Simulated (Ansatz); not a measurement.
Input file for Ansatz (a first-principles code):

Ansatz 0.2 input:
```yaml
crystal:
  lattice:
    - [0.0, 2.7299933307, 2.7299933307]
    - [2.7299933307, 0.0, 2.7299933307]
    - [2.7299933307, 2.7299933307, 0.0]
  atoms:
    - { symbol: Rh, position: [0.0, 0.0, 0.0] }
    - { symbol: Rh, position: [0.25, 0.25, 0.25] }
kpoints:
  mp_grid: { grid: [13, 13, 13] }
hamiltonian:
  xc: r2scan
  pseudopotentials: { kind: paw }
scf:
  occupations: { method: gaussian, width: 0.1 }
checkpoint: { read: metal.run }
output: { write_density: true, elf: true, volumetric_format: npy }
basis: { fft_grid_basis: typed }
```

Output (shortened):

```
Pseudopotential: Rh, paw, valence charge 17
Functional definition: r2SCAN
Crystal: 2 atoms, lattice volume = 40.693 Å³
Basis set: ecut = 500 eV, 1037 PW (Γ), exchange–correlation on 120×120×120 points (64 copies of the dense FFT grid, shifted against one another)
Bands: 25, of which v1, the nominal top of the filled ones, is band 17 counted from 1 (16 counted from 0)
Symmetry: 48 space group operations
Space group: Fd-3m (ITA 227), of the structure as read, at distance tolerance 3.4e-5 Å
k-points: 84 of 2197
Stability of the state it starts from, as read at its close in the unpolarized treatment …
iter 1 solved again at ethr=2.05e-7 eV; its pass at ethr=3.10e-3 eV (dr2=6.96e-5 eV) is discarded
SCF iter   1: F=—  HF=-12828.307876 eV  |F-HF|=—  |Δ(HF+E_count)|=         —  Δρ=6.50e-7  dr2=1.01e-10  dr2_τ=1.00e-10  ethr=2.05e-7  ⟨swp⟩=3.0  Hψ=14530  notcnv=0
preconditioner: auto → LDOS
SCF iter   2: F=-12828.307876 eV  HF=-12828.307876 eV  |F-HF|=9.46e-11  |Δ(HF+E_count)|=   3.36e-8  Δρ=7.47e-7  dr2=9.72e-11  dr2_τ=8.76e-11  ethr=1.00e-12  ⟨swp⟩=6.6  Hψ=8615  notcnv=0
SCF 1 converged in 2 iterations: F = -12828.307876 eV  dr2 = 9.72e-11
SCF converged after 2 iterations
Free energy (F): -12828.307876 eV
Harris-Foulkes:  -12828.307876 eV  (|F-HF|=9.46e-11)
Internal energy: -12828.291180 eV  (E = F + TS)
E sigma→0 (E₀):  -12828.299528 eV
Entropy (-TS):   -0.016696 eV (-8.348 meV/atom)
Fermi energy:    13.720800 eV
--- Per-component energies (eV) ---
  E_band       = -497.538962
  E_kinetic    = 1143.879629
  E_local      = -4657.784638  (includes V_loc(G=0)·N_el)
  E_nonlocal   = 715.330266
  E_hartree    = 1717.211224
  E_xc         = -430.365397
  E_vxc        = -623.612596  (∫ρ·V_xc dr)
  E_paw        = -7210.108906  (= ΣΔE_a)
  E_vpaw       = -552.186337  (= ΣTr[D̂ρ^β])
  E_aug_tail   = 0.001138  (compensation charges beyond the density's cutoff)
  E_vtau       = 42.410851  (kinetic-family band-sum trace: ∫τ·v_τ [+ j·A + Jᵃ·Aᵃ] dr)
  E_ewald      = -4105.714577
  E_core_change = -0.739919  (= ΣΔE_core)
  E_smearing   = -0.016696  (= −TS)
  E_closure    =  0.000000  (closes the sum)
  Σ components = -12828.307876   (vs F -12828.307876, Δ=0.00e0)
  [band-id]    e_kinetic+e_local+e_nonlocal+2·e_hartree+e_vxc+e_vpaw+e_augmentation_tail+e_vtau = -497.539240   (vs E_band -497.538962, Δ=-2.78e-4)
--- Band table (eV; the first three rows and the last of 84) ---
  k-point 0: bands = ["-67.7165", "-67.3388", "-34.9901", "-34.9901", "-34.9901", "-34.2867", "-34.2867", "-34.2867", "7.8326", "9.0714", "9.0714", "9.4884", "9.4884", "9.4884", "12.1909", "12.1909", "12.1909", "14.0482", "14.0482", "26.9301", "27.0414", …
  k-point 1: bands = ["-67.7124", "-67.3430", "-34.9947", "-34.9947", "-34.9887", "-34.2884", "-34.2820", "-34.2820", "7.9396", "9.0074", "9.0074", "9.4893", "9.5864", "9.5864", "12.1270", "12.1728", "12.1728", "14.0498", "14.0498", "25.2361", "26.6036", …
  k-point 2: bands = ["-67.7007", "-67.3550", "-35.0071", "-35.0071", "-34.9849", "-34.2930", "-34.2691", "-34.2691", "8.2410", "8.9212", "8.9212", "9.5036", "9.7542", "9.7542", "11.9633", "12.1441", "12.1441", "14.0469", "14.0469", "23.1425", "25.8772", …
  k-point 83: bands = ["-67.5460", "-67.5119", "-35.1432", "-35.1308", "-34.6836", "-34.5966", "-34.1435", "-34.1321", "8.4560", "8.4825", "9.8648", "10.0860", "10.6313", "10.9731", "11.2422", "11.5260", "14.3738", "14.3769", "15.9469", "16.8551", "17.3820", …
```

Cost: about 7 core-seconds (a rough figure) on shared cores.

The start of the workflow was typed in or built on a structure type; neither database checked (COD, Materials Project) lists it. It is not the phase usual at ambient conditions (space group No. 225). The r²SCAN relaxation kept the symmetry of its start. At this level the phase is mechanically unstable. The run is not spin-polarised. Scalar-relativistic: spin–orbit coupling is off unless named, which matters more the heavier the elements.

Potentials: the later of the program's two PAW sets.

Ansatz is a plane-wave DFT program.
